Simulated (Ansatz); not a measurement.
Polymorphs of SiC, each relaxed with PBE (plane waves, PAW; program Ansatz):

A: zinc blende (F-43m)
a = 4.3797 Å, b = 4.3797 Å, c = 4.3797 Å, α = 90.00°, β = 90.00°, γ = 90.00°

```
atom  site  symmetry       x       y       z
----  ----  --------  ------  ------  ------
C       4c      -43m  0.2500  0.2500  0.2500
Si      4a      -43m  0.0000  0.0000  0.0000
```

B: P6_222
a = 3.085 Å, b = 3.085 Å, c = 7.062 Å, α = 90.00°, β = 90.00°, γ = 120.00°

```json
[
 {"atom": "Si", "site": "3d", "symmetry": "222", "x": "0.5000", "y": "0.0000", "z": "0.5000"},
 {"atom": "C", "site": "3c", "symmetry": "222", "x": "0.5000", "y": "0.0000", "z": "0.0000"}
]
```

### Question
Put the candidates in order of energy per atom at 0 K, lowest first, for PBE.

### Answer
A (+0 meV/atom), B (+565 meV/atom)

### Question
Give each one's gap.

### Answer
A 1.37 eV; B 0.87 eV.

Constructed cells (a structure type filled with these elements, in neither database checked): B. Not the usual ambient phase: B. All cells were relaxed under the symmetry of their starts (and spin orders); stability against distortions was not tested throughout.

Energies hold the estimated change up to a 700 eV cutoff; steps of a few meV lie near the error of the meshes.

Potentials: the later of the program's two PAW sets.
